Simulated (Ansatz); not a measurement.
YTaN₃ (cubic perovskite, space group No. 221) under volume change, r²SCAN (plane waves, PAW; program Ansatz), scaled uniformly.

| V (Å³/atom) | E − E(relaxed) (meV/atom) | P (GPa) |
|---|---|---|
| 11.915 | 84.4 | 24.73 |
| 12.308 | 35.8 | 15.25 |
| 12.701 | 8.6 | 7.14 |
| 13.093 | 0.0 | 0.00 |
| 13.486 | 7.8 | -6.19 |
| 13.879 | 29.7 | -11.55 |
| 14.272 | 63.8 | -16.18 |

Problem. What does a third-order Birch–Murnaghan fit give for V₀, B₀ and B′?

Solution. V₀ = 13.09 Å³/atom, B₀ = 220 GPa, B′ = 3.7.

Space group Pm-3m (cubic perovskite). The start of the workflow was typed in or built on a structure type; neither database checked (COD, Materials Project) lists it. Whether it is the stable phase at ambient conditions was not checked. The cell was relaxed with r²SCAN under the symmetry of its start; its stability against distortions is not shown here. No spin polarisation was allowed. Scalar-relativistic: spin–orbit coupling is off unless named, which matters more the heavier the elements.

Potentials: the later of the program's two PAW sets.
